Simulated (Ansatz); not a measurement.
La2O3:
```cif
data_La2O3
_chemical_formula_sum 'La2 O3'
_space_group_name_H-M_alt 'P-3m1'
_space_group_IT_number 164
_space_group_name_Hall '-P 3 2"'
_cell_length_a 3.94040
_cell_length_b 3.94040
_cell_length_c 6.18755
_cell_angle_alpha 90.000
_cell_angle_beta 90.000
_cell_angle_gamma 120.000
loop_
_atom_site_label
_atom_site_type_symbol
_atom_site_symmetry_multiplicity
_atom_site_Wyckoff_symbol
_atom_site_fract_x
_atom_site_fract_y
_atom_site_fract_z
_atom_site_occupancy
La1 La 2 d 0.33333 0.66667 0.24737 1
O1 O 2 d 0.66667 0.33333 0.35470 1
O2 O 1 a 0.00000 0.00000 0.00000 1
```

Relaxed with PBE. PBE in the plane-wave PAW code Ansatz gives a gap of 3.83 eV.

Q: What gap does HSE06 give on the same cell (Ansatz, PAW)?

A: 5.29 eV, 1.45 eV more. The hybrid was solved on a coarser mesh and at special points; its gap is the smallest among all of these.

| k | v1 PBE | c1 PBE | v1 HSE06 | c1 HSE06 |
|---|---|---|---|---|
| Γ | -0.09 | 4.23 | [?] | [?] |
| A | -0.26 | 4.60 | -0.27 | 6.66 |
| K | -0.11 | 3.86 | -0.13 | 5.29 |
| H | -0.23 | 4.21 | [?] | [?] |
| M | -0.29 | 3.83 | [?] | [?] |
| L | 0.00 | 4.33 | [?] | [?] |

Q: Top valence (v1) and lowest conduction level (c1) in eV from each method's valence maximum (which need not be a listed point): supply the withheld HSE06 values.

A: 
- L, v1 HSE06: 0.00
- L, c1 HSE06: 6.20
- Γ, v1 HSE06: -0.07
- Γ, c1 HSE06: 6.00
- M, v1 HSE06: -0.31
- M, c1 HSE06: 5.37
- H, v1 HSE06: -0.24
- H, c1 HSE06: 5.84

Cost on shared cores: the PBE run (SCF on a 8×8×5 mesh, then bands and DOS) very roughly 40 core-seconds, the HSE06 run (SCF on 5×5×3, then a few points) roughly 3 core-minutes; the tasks are unlike.

Symmetry was held in the PBE relaxation; phonons on a q-mesh show no instability. Spin–orbit coupling is left out wherever it is not named.

Potentials: the later of the program's two PAW sets.
